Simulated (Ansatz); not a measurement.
**Every step of a relaxation of Ta2Tl (C15 type)**

DFT, PBEsol, PAW with Ansatz's default frozen-core files, scalar-relativistic (Ansatz 0.2.0); a Γ-centred 7×7×7 k mesh, Fermi–Dirac smearing of 0.05 eV, no spin polarisation. The run relaxes cell and atoms at a target pressure of 0 GPa.

Command: `ansatz run input.yaml --threads 2 --pin off --max-ram 5120MiB --backend cpu --events-out ev --progress --plain --runs-dir out` It took 9 s on 2 threads of Intel(R) Xeon(R) 6975P-C (Granite Rapids), on a shared host, peak memory 0.53 GiB.

PAW: frozen-core files, cutoff 420 eV; forces are relaxed below 0.005 eV/Å.

Each step lists its free energy a cell above the last geometry, the pressure, the cell vectors (Å), and Cartesian positions (Å) with forces (eV/Å).

The first step:

```
step 1  dF = 109.60 meV  P = -5.74 GPa
  cell 0.0000 3.9867 3.9867  3.9867 0.0000 3.9867  3.9867 3.9867 0.0000
  Tl 0.9967 0.9967 0.9967   0.0000 0.0000 0.0000
  Tl -0.9967 -0.9967 -0.9967   0.0000 0.0000 0.0000
  Ta 3.9867 3.9867 3.9867   0.0000 0.0000 0.0000
  Ta 1.9933 1.9933 3.9867   0.0000 0.0000 0.0000
  Ta 1.9933 3.9867 1.9933   0.0000 0.0000 0.0000
  Ta 3.9867 1.9933 1.9933   0.0000 0.0000 0.0000
```

Spin–orbit coupling is left out, which matters for the heavy atoms. The PAW files were made under PBE.

The symmetry of the start is kept and no stability test is made, so the end need not be the stable phase.

Where does the relaxation end, and by which steps?

After 5 geometries, with conventional a, b, c = 7.850, 7.850, 7.850 Å, at 20.156 Å³/atom (-4.57 % against the start) in space group Fd-3m, with a shortest distance of 2.775 Å. The further steps:
```
step 2  dF = 317.07 meV  P = 12.15 GPa  (not accepted)
  cell 0.0000 3.8250 3.8250  3.8250 0.0000 3.8250  3.8250 3.8250 0.0000
  Tl 0.9563 0.9563 0.9563   0.0000 0.0000 0.0000
  Tl -0.9563 -0.9563 -0.9563   0.0000 0.0000 0.0000
  Ta 3.8250 3.8250 3.8250   0.0000 0.0000 0.0000
  Ta 1.9125 1.9125 3.8250   0.0000 0.0000 0.0000
  Ta 1.9125 3.8250 1.9125   0.0000 0.0000 0.0000
  Ta 3.8250 1.9125 1.9125   0.0000 0.0000 0.0000
step 3  dF = 1.61 meV  P = -0.70 GPa
  cell 0.0000 3.9319 3.9319  3.9319 0.0000 3.9319  3.9319 3.9319 0.0000
  Tl 0.9830 0.9830 0.9830   0.0000 0.0000 0.0000
  Tl -0.9830 -0.9830 -0.9830   0.0000 0.0000 0.0000
  Ta 3.9319 3.9319 3.9319   0.0000 0.0000 0.0000
  Ta 1.9660 1.9660 3.9319   0.0000 0.0000 0.0000
  Ta 1.9660 3.9319 1.9660   0.0000 0.0000 0.0000
  Ta 3.9319 1.9660 1.9660   0.0000 0.0000 0.0000
step 4  dF = -0.01 meV  P = 0.05 GPa
  cell 0.0000 3.9245 3.9245  3.9245 0.0000 3.9245  3.9245 3.9245 0.0000
  Tl 0.9811 0.9811 0.9811   0.0000 0.0000 0.0000
  Tl -0.9811 -0.9811 -0.9811   0.0000 0.0000 0.0000
  Ta 3.9245 3.9245 3.9245   0.0000 0.0000 0.0000
  Ta 1.9623 1.9623 3.9245   0.0000 0.0000 0.0000
  Ta 1.9623 3.9245 1.9623   0.0000 0.0000 0.0000
  Ta 3.9245 1.9623 1.9623   0.0000 0.0000 0.0000
step 5  dF = 0.00 meV  P = 0.00 GPa
  cell 0.0000 3.9250 3.9250  3.9250 0.0000 3.9250  3.9250 3.9250 0.0000
  Tl 0.9813 0.9813 0.9813   0.0000 0.0000 0.0000
  Tl -0.9813 -0.9813 -0.9813   0.0000 0.0000 0.0000
  Ta 3.9250 3.9250 3.9250   0.0000 0.0000 0.0000
  Ta 1.9625 1.9625 3.9250   0.0000 0.0000 0.0000
  Ta 1.9625 3.9250 1.9625   0.0000 0.0000 0.0000
  Ta 3.9250 1.9625 1.9625   0.0000 0.0000 0.0000
step 6  dF = 1.72 meV  P = -0.01 GPa  (same geometry on a basis chosen anew; earlier energies don't compare to the last digit)
  cell 0.0000 3.9250 3.9250  3.9250 0.0000 3.9250  3.9250 3.9250 0.0000
  Tl 0.9813 0.9813 0.9813   0.0000 0.0000 0.0000
  Tl -0.9813 -0.9813 -0.9813   0.0000 0.0000 0.0000
  Ta 3.9250 3.9250 3.9250   0.0000 0.0000 0.0000
  Ta 1.9625 1.9625 3.9250   0.0000 0.0000 0.0000
  Ta 1.9625 3.9250 1.9625   0.0000 0.0000 0.0000
  Ta 3.9250 1.9625 1.9625   0.0000 0.0000 0.0000
```
